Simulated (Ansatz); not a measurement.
A: Cu3Pd (Cu3Au type), a = 3.6547 Å, b = 3.6547 Å, c = 3.6547 Å, α = 90.00°, β = 90.00°, γ = 90.00°
B: Bi$_{2}$Pt (space group Pa-3), a = b = c = 6.7215 Å, α = β = γ = 90.00°
C: AlAs (zinc blende), a = 5.675 Å, b = 5.675 Å, c = 5.675 Å, α = 90.00°, β = 90.00°, γ = 90.00°
D: CsSnI$_{3}$ (cubic perovskite), a = b = c = 6.1304 Å, α = β = γ = 90.00°
E: GaSb (zinc blende), a = b = c = 6.1114 Å, α = β = γ = 90.00°

Scan: energy against volume (even scaling of the relaxed cell, symmetry kept). One method and one kind of scan serve all of them; meshes and ranges differ. All were relaxed with their symmetry unable to fall. At this level the bands of GaSb touch or barely overlap; measurements give the solid a gap. Bi2Pt is run without spin polarisation. Cu3Pd is run without spin polarisation. Spin-orbit coupling is left out. This is a high-temperature form of CsSnI3.

**Question.** Put the candidates in order of bulk modulus (fitted), lowest first, for PBEsol (plane waves to 420 eV, PAW, scalar-relativistic; Ansatz, a quantum-chemistry and plane-wave program).

**Answer.** D (18.1 GPa), E (51.6 GPa), C (71.9 GPa), B (95.0 GPa), A (177 GPa)

(Under strain, the slope of the energy per volume gives the stress and its curvature an elastic modulus.)
